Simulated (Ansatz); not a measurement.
TiNi:
```cif
data_Ni2Ti2
_chemical_formula_sum 'Ti2 Ni2'
_space_group_name_H-M_alt 'P21/m'
_space_group_IT_number 11
_space_group_name_Hall '-P 2yb'
_cell_length_a 2.88132
_cell_length_b 3.96978
_cell_length_c 4.85548
_cell_angle_alpha 90.000
_cell_angle_beta 106.900
_cell_angle_gamma 90.000
loop_
_space_group_symop_operation_xyz
  'x, y, z'
  '-x, -y, -z'
  '-x, y+1/2, -z'
  'x, -y+1/2, z'
loop_
_atom_site_label
_atom_site_type_symbol
_atom_site_symmetry_multiplicity
_atom_site_Wyckoff_symbol
_atom_site_fract_x
_atom_site_fract_y
_atom_site_fract_z
_atom_site_occupancy
Ti1 Ti 2 e 0.35870 0.25000 0.21384 1
Ni1 Ni 2 e 0.08352 0.25000 0.66978 1
```

Relaxed at zero pressure with the program Ansatz at the PBEsol level (PAW).

Problem. The volume is lowered by 3 % and shape and atoms relax at that volume. What pressure results, and how do the axes share the change?

Solution. 5.2 GPa; a -1.9 %, b -0.3 %, c -0.9 %; the energy rises by 6 meV/atom.

Problem. Give the new structure.

Solution. 
Space group P2₁/m (No. 11); a = 2.8277 Å, b = 3.9569 Å, c = 4.8101 Å, α = γ = 90.00°, β = 106.72°

```json
[
 {"atom": "Ti", "site": "2e", "symmetry": "m", "x": "0.3578", "y": "0.2500", "z": "0.2118"},
 {"atom": "Ni", "site": "2e", "symmetry": "m", "x": "0.0834", "y": "0.2500", "z": "0.6700"}
]
```

The phase is kept; no other phase was compared at this pressure.

Space group P2_1/m. The workflow started from a Materials Project entry (that database holds measured and hypothetical structures alike); the Crystallography Open Database files this formula in space group No. 11, but the cells were not matched. Its standing as an ambient phase is unchecked. Symmetry was held in the PBEsol relaxation; of distortions, only those at the zone centre were tested. No spin polarisation was allowed. Axis ratios of metals converge slowly with the k-mesh, so a and c are less sure than the volume.

Potentials: the later of the program's two PAW sets.
